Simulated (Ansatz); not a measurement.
Mg2Zn3O: relaxed-ion elastic tensor

Level of theory: Ansatz, DFT PBE, scalar-relativistic, plane waves, PAW. Cutoff 420 eV, 12×12×4 k-points (Γ-centred), Gaussian smearing of 0.10 eV. No spin polarisation.

Equilibrium structure at this level:
```
Mg Zn O
1.0
     3.02004    0.00000    0.00000
    -1.51002    2.61543    0.00000
     0.00000    0.00000   11.13825
Mg Zn O
2 3 1
Direct
  0.66667 0.33333 0.88808
  0.33333 0.66667 0.11192
  0.33333 0.66667 0.68678
  0.00000 0.00000 0.50000
  0.66667 0.33333 0.31322
  0.00000 0.00000 0.00000
```

The structure comes from a proposed guess, relaxed at this level; another structure or a mixture of phases may lie lower. In a metal, frequencies and elastic constants depend on the k mesh and the smearing, soft modes and shear constants most.

(1) Give the relaxed-ion elastic constants (GPa, Voigt order xx yy zz yz xz xy, on the Cartesian axes of the cell above).

(2) Is the crystal stable against homogeneous strain?

(3) And the moduli of a polycrystal (Hill averages)?

## Answers

(1)
```
105.1  60.4  31.4  -1.8   0.0   0.0
 60.4 105.1  31.4   1.8   0.0   0.0
 31.6  31.6 179.7   0.0   0.0   0.0
 -1.9   1.9   0.0  33.8   0.0   0.0
  0.0   0.0   0.0   0.0  33.8  -1.9
  0.0   0.0   0.0   0.0  -1.8  22.4
```

(2) Yes: the least eigenvalue of the tensor is 22.1 GPa.

(3) B = 70 GPa, G = 33 GPa, E = 86 GPa, ν = 0.30.
